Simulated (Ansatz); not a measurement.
Rocksalt TiC (100), 3 layers, DFT, PBE, PAW with Ansatz's default frozen-core files, scalar-relativistic (Ansatz 0.2.0), on 2 threads of Intel(R) Xeon(R) Platinum 8375C CPU @ 2.90GHz (Ice Lake) (shared host).

Command: `ansatz run input.yaml --threads 2 --pin off --max-ram 4096MiB --backend cpu --events-out ev --progress --plain --runs-dir out`

```yaml
crystal:
  lattice:
    - [3.0637012665, 0.0, 0.0]
    - [0.0, 3.0637012665, 0.0]
    - [0.0, 0.0, 20.3327]
  atoms:
    - { symbol: V, position: [0.25, 0.25, 0.3973128661] }
    - { symbol: C, position: [0.75, 0.75, 0.3923184609] }
    - { symbol: Ti, position: [0.75, 0.75, 0.5000000003] }
    - { symbol: C, position: [0.25, 0.25, 0.5000000003] }
    - { symbol: Ti, position: [0.25, 0.25, 0.6026871337] }
    - { symbol: C, position: [0.75, 0.75, 0.6076815387] }
kpoints:
  mp_grid: { grid: [13, 13, 1] }
scf:
  occupations: { method: fermi_dirac, width: 0.05 }
hamiltonian:
  xc: pbe
  pseudopotentials: { kind: paw }
output:
  forces: true
  stress: true
  eigenvalues: true
efield:
  axis: 3
  amplitude: 0
  dipole_correction: true
```

Q: How large is the problem that the program sets up?

A: 28 irreducible k-points, 3755 plane waves at Γ, 31 bands.

Q: About how long does it take, and how much memory?

A: 6.9 s of wall time for 8 SCF iterations, with a peak of 0.53 GiB. Times on shared machines scatter by tens of per cent.
